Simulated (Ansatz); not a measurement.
A structure of CaPbO3 relaxed with r2SCAN (plane waves to 500 eV, PAW, scalar-relativistic; Ansatz, an electronic-structure program); single points at other levels follow on the same geometry (Ansatz, PAW; HSE06 at 420 eV on a 4×3×4 k-mesh; no spin-orbit coupling). Space group Pnma (No. 62).

```cif
data_Ca4O12Pb4
_chemical_formula_sum 'Ca4 Pb4 O12'
_space_group_name_H-M_alt 'Pnma'
_space_group_IT_number 62
_space_group_name_Hall '-P 2ac 2n'
_cell_length_a 5.90952
_cell_length_b 8.17181
_cell_length_c 5.66403
_cell_angle_alpha 90.000
_cell_angle_beta 90.000
_cell_angle_gamma 90.000
loop_
_space_group_symop_operation_xyz
  'x, y, z'
  '-x, -y, -z'
  '-x+1/2, -y, z+1/2'
  'x+1/2, y, -z+1/2'
  'x+1/2, -y+1/2, -z+1/2'
  '-x+1/2, y+1/2, z+1/2'
  '-x, y+1/2, -z'
  'x, -y+1/2, z'
loop_
_atom_site_label
_atom_site_type_symbol
_atom_site_symmetry_multiplicity
_atom_site_Wyckoff_symbol
_atom_site_fract_x
_atom_site_fract_y
_atom_site_fract_z
_atom_site_occupancy
Ca1 Ca 4 c 0.06061 0.25000 0.48191 1
Pb1 Pb 4 a 0.00000 0.00000 0.00000 1
O1 O 4 c 0.05941 0.75000 0.12669 1
O2 O 8 d 0.30478 0.06654 0.19033 1
```

```csv
level,gap (eV),kind,conduction minimum
r2SCAN,1.22,direct,Γ
HSE06,1.71,–,Γ
```

For this cell size the semilocal gaps come from the SCF mesh and high-symmetry points. No spin polarisation in the result.

The run could not lose the symmetry of its start.

The first start was generated by placing the elements on the sites of a structure type. Materials Project lists a structure of CaPbO3 in the same space group, Pnma (No. 62); the sites were not compared with it, nor with measured phases.
